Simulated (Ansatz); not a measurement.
**Structure optimisation: germanium, dhcp**

Computed with DFT, BLYP, plane waves (420 eV) with PAW, scalar-relativistic (Ansatz). The PAW files were generated under PBE, with cores re-solved for the functional.

k-point mesh 12×12×4, Fermi-Dirac smearing 0.1 eV, no spin polarisation. Cell and atoms relax.

Starting structure:

```xyz
4
Lattice="3.0077 0.0000 0.0000 -1.5038 2.6047 0.0000 0.0000 0.0000 9.8230" Properties=species:S:1:pos:R:3 pbc="T T T"
Ge    0.0000    0.0000    0.0000
Ge    0.0000    0.0000    4.9115
Ge    0.0000    1.7365    2.4557
Ge    1.5038    0.8682    7.3672
```

The pressure at the start is 7.6 GPa. By how much does the volume change?

From 19.24 to 21.79 Å³ per atom, 13.3 %. The final cell has a = 3.123 Å, c = 10.320 Å (c/a = 3.305).

How much energy does the relaxation gain?

54.3 meV per atom.
